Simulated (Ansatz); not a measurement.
Ba2Ti2N3F3:
Space group P-4m2 (No. 115); a = b = 4.0483 Å, c = 8.4338 Å, α = β = γ = 90.00°

```tsv
atom	site	symmetry	x	y	z
Ba	1b	-4m2	0.5000	0.5000	0.0000
Ti	2e	2mm.	0.0000	0.0000	0.2770
F	2g	2mm.	0.0000	0.5000	0.2359
N	2g	2mm.	0.5000	0.0000	0.2495
F	1a	-4m2	0.0000	0.0000	0.0000
Ba	1c	-4m2	0.5000	0.5000	0.5000
N	1d	-4m2	0.0000	0.0000	0.5000
```

Relaxed with r²SCAN. r²SCAN (plane waves, PAW; program Ansatz) gives a gap of 1.60 eV.

Task: What gap does HSE06 give on the same cell (Ansatz, PAW)?

Result: 2.36 eV, 0.76 eV more. The hybrid was solved on a coarser mesh and at special points; the gap given is the minimum over both.

| k | v1 r²SCAN | c1 r²SCAN | v1 HSE06 | c1 HSE06 |
|---|---|---|---|---|
| Γ | -0.06 | 1.60 | -0.07 | 2.36 |
| Z | -0.16 | 1.62 | ? | ? |
| M | -0.37 | 2.93 | ? | ? |
| A | -0.41 | 2.81 | -0.42 | 3.73 |
| R | -0.02 | 2.10 | ? | ? |
| X | -0.21 | 2.03 | ? | ? |

Task: Top valence (v1) and lowest conduction level (c1) in eV from each method's valence maximum (which need not be a listed point): supply the withheld HSE06 values.

Result: 
- R, v1 HSE06: -0.03
- R, c1 HSE06: 2.90
- X, v1 HSE06: -0.24
- X, c1 HSE06: 2.81
- Z, v1 HSE06: -0.16
- Z, c1 HSE06: 2.39
- M, v1 HSE06: -0.38
- M, c1 HSE06: 3.86

Cost on shared cores: the r²SCAN run (SCF on a 7×7×4 mesh, then bands and DOS) roughly 6 core-minutes, the HSE06 run (SCF on 4×4×2, then a few points) about 4 core-minutes (a rough figure); the tasks are unlike.

The start of the workflow was typed in or built on a structure type; neither database checked (COD, Materials Project) lists it. Whether it is the stable phase at ambient conditions was not checked. Symmetry was held in the r²SCAN relaxation; its stability against distortions is not shown here. The workflow began spin-polarised and lost its moments. Spin–orbit coupling is left out wherever it is not named.

Potentials: the earlier of the program's two PAW sets. The files were generated under PBE; for other functionals the program regenerates the frozen cores, and for LDA and PBEsol the local potential too.
